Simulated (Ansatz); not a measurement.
TePb:
```xyz
2
Lattice="0.0000 3.2843 3.2843 3.2843 0.0000 3.2843 3.2843 3.2843 0.0000" Properties=species:S:1:pos:R:3 pbc="T T T"
Te     0.0000     0.0000     0.0000
Pb     3.2843     3.2843     3.2843
```

Relaxed with PBE. Plane-wave PAW PBE (Ansatz code) gives a gap of 0.83 eV.

**Question.** What gap does HSE06 give on the same cell (Ansatz, PAW)?

**Answer.** 1.23 eV, 0.40 eV more. The hybrid was solved on a coarser mesh and at special points; its gap is the smallest among all of these.

```csv
k,v1 PBE,c1 PBE,v1 HSE06,c1 HSE06
Γ,-1.16,4.02,…,…
X,-2.52,3.51,…,…
L,0.00,0.83,0.00,1.23
W,-0.28,1.73,…,…
K,-1.88,3.53,…,…
```

**Question.** Top valence (v1) and lowest conduction level (c1) in eV from each method's valence maximum (which need not be a listed point): supply the withheld HSE06 values.

**Answer.** 
- X, v1 HSE06: -2.87
- X, c1 HSE06: 3.93
- Γ, v1 HSE06: -1.37
- Γ, c1 HSE06: 4.69
- K, v1 HSE06: -2.10
- K, c1 HSE06: 4.10
- W, v1 HSE06: -0.38
- W, c1 HSE06: 2.17

Cost on shared cores: the PBE run (SCF on a 7×7×7 mesh, then bands and DOS) around 12 core-seconds (rough), the HSE06 run (SCF on 6×6×6, then a few points) about 2.7 core-minutes (a rough figure); the tasks are unlike.

Space group Fm-3m (rock salt). Symmetry was held in the PBE relaxation; of distortions, only those at the zone centre were tested. Spin–orbit coupling is left out wherever it is not named.

Potentials: the later of the program's two PAW sets.
